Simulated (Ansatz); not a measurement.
## Ba$_{2}$CuTeO$_{6}$: settings compared (Ansatz)

Launch command:

```bash
ansatz run input.yaml --threads 1 --pin off --max-ram 2560MiB --backend cpu --events-out ev --progress --plain --runs-dir out
```

The input file (Ansatz 0.2.0, plane waves):

```yaml
crystal:
  lattice:
    - [-2.81530663, 2.81530663, 4.35246214]
    - [2.81530663, -2.81530663, 4.35246214]
    - [2.81530663, 2.81530663, -4.35246214]
  atoms:
    - { symbol: Cu, position: [0.0, 0.0, 0.0] }
    - { symbol: O, position: [0.244, 0.263, 0.507] }
    - { symbol: O, position: [0.263, 0.756, 0.019] }
    - { symbol: O, position: [0.756, 0.737, 0.493] }
    - { symbol: O, position: [0.737, 0.244, 0.981] }
    - { symbol: Te, position: [0.5, 0.5, 0.0] }
    - { symbol: O, position: [0.281, 0.281, 0.0] }
    - { symbol: O, position: [0.719, 0.719, 0.0] }
    - { symbol: Ba, position: [0.75, 0.25, 0.5] }
    - { symbol: Ba, position: [0.25, 0.75, 0.5] }
  symmetry: { tolerance: 0.0003 }
kpoints:
  mp_grid: { grid: [5, 5, 5], shift: [0, 0, 0] }
magnetization:
  spin_polarized: false
scf:
  occupations: { method: fermi_dirac, width: 0.096 }
hamiltonian:
  pseudopotentials: { kind: paw }
  xc: r2scan
basis:
  ecutwfc: 500
output:
  forces: true
  stress: true
  eigenvalues: true
```

Origin of the cell: a database entry, scaled a little.

Output of this run (shortened):

```
SCF iter   1: F=—  HF=-28970.370637 eV  Δρ=1.29e-2  dr2=1.86e-1  dr2_τ=4.00e-1  defer=28
SCF iter   2: F=—  HF=-28970.618470 eV  Δρ=7.05e-3  dr2=5.96e-2  dr2_τ=2.33e-3  defer=78
SCF iter   3: F=—  HF=-28970.613925 eV  Δρ=8.03e-3  dr2=5.89e-2  dr2_τ=1.92e-3  defer=78
SCF iter   4: F=—  HF=-28970.603364 eV  Δρ=1.74e-3  dr2=2.91e-3  dr2_τ=2.71e-4  defer=78
SCF iter   5: F=—  HF=-28970.602936 eV  Δρ=7.34e-4  dr2=7.08e-4  dr2_τ=1.61e-5  defer=78
SCF iter   6: F=—  HF=-28970.602857 eV  Δρ=3.85e-4  dr2=1.98e-4  dr2_τ=1.46e-5  defer=78
SCF iter   7: F=—  HF=-28970.602842 eV  Δρ=1.28e-4  dr2=1.86e-5  dr2_τ=7.10e-7  defer=78
SCF iter   8: F=—  HF=-28970.602941 eV  Δρ=1.18e-4  dr2=1.76e-5  dr2_τ=5.81e-7  defer=78
SCF iter   9: F=—  HF=-28970.602939 eV  Δρ=3.26e-5  dr2=1.72e-6  dr2_τ=1.25e-7  defer=78
SCF iter  10: F=—  HF=-28970.602939 eV  Δρ=1.34e-5  dr2=1.88e-7  dr2_τ=7.39e-9  defer=78
SCF iter  11: F=-28970.602939 eV  HF=-28970.602939 eV  Δρ=4.41e-6  dr2=3.58e-8  dr2_τ=7.08e-10
SCF 1 converged in 11 iterations: F = -28970.602939 eV  dr2 = 3.58e-8
SCF converged after 11 iterations
Free energy (F): -28970.602939 eV
Harris-Foulkes:  -28970.602939 eV  (|F-HF|=2.41e-8)
Internal energy: -28970.518390 eV  (E = F + TS)
E sigma→0 (E₀):  -28970.560664 eV
Entropy (-TS):   -0.084549 eV (-8.455 meV/atom)
Fermi energy:    10.169491 eV
--- Per-component energies (eV) ---
  E_band       = -718.144917
  E_kinetic    = 1881.480168
  E_local      = -9356.173809  (includes V_loc(G=0)·N_el)
  E_nonlocal   = 486.498862
  E_hartree    = 4276.592120
  E_xc         = -956.452288
  E_vxc        = -1169.011470  (∫ρ·V_xc dr)
  E_paw        = -17834.477169  (= ΣΔE_a)
  E_vpaw       = -1184.546191  (= ΣTr[D̂ρ^β])
  E_aug_tail   = 0.006207  (compensation charges beyond the density's cutoff)
  E_vtau       = 70.434047  (kinetic-family band-sum trace: ∫τ·v_τ [+ j·A + Jᵃ·Aᵃ] dr)
  E_ewald      = -7467.925415
  E_core_change = -0.067066  (= ΣΔE_core)
  E_smearing   = -0.084549  (= −TS)
  Σ components = -28970.602939   (vs F -28970.602939, Δ=0.00e0)
--- Forces (eV/Å), atoms counted from 1 ---
  atom   1  Cu     0.000000     0.000000     0.000000
[… 4 lines left out …]
  atom   6  Te     0.000000     0.000000    -0.000000
  atom   7  O      0.000000     0.000000    -0.230236
  atom   8  O      0.000000     0.000000     0.230236
  atom   9  Ba    -0.000000     0.000000     0.000000
  atom  10  Ba     0.000000     0.000000     0.000000
  max |Σ_I F_I| component: 2.78e-17 eV/Å
--- Stress (GPa, compression-positive) ---
       -1.775813      -0.000008       0.000000
        0.000008      -1.775813       0.000000
        0.000000       0.000000       0.018843
  P = ⅓ Tr σ = -1.1776 GPa (-11.776 kbar)
```

The same input was run again with these changes:

1. `kpoints.mp_grid.grid` [5, 5, 5] → [2, 2, 2]; `basis.ecutwfc` 500 → "300 eV"
2. `accuracy` default → low
3. `magnetization` { spin_polarized: false } → { spin_polarized: true } (starts: ferro); typed moments: Cu1 3, O2 2, O3 2, O4 2, O5 3, Te6 1, O7 1, O8 3, Ba9 1, Ba10 2

```csv
run,end,SCF iterations,P (GPa),max force component (eV/Å),moment (μB),ΔE(σ→0) (meV/atom)
base,converged,11,-1.18,0.230,–,0
1,converged,10,-1.69,0.053,–,286.60
2,converged,11,-1.18,0.230,–,0.00
3,cut by time,18,–,–,–,–
```

Energies are compared only where functional, datasets, charge and starting cell are the same.

Not properties of the system: run 1 (too coarse or loose: `kpoints.mp_grid.grid` = [2, 2, 2], `basis.ecutwfc` = "300 eV").

Caveats of the base run: no moments, though an odd count or open d shells may carry them; no spin-orbit coupling, though heavy elements are present; the k mesh is coarse if the cell is a metal.

Run 1: the cutoff lies below the datasets' advice.

The base run took 25 s on 1 thread of Arm Neoverse V2 (shared host), peak memory 0.9 GiB, from the program's own first density.
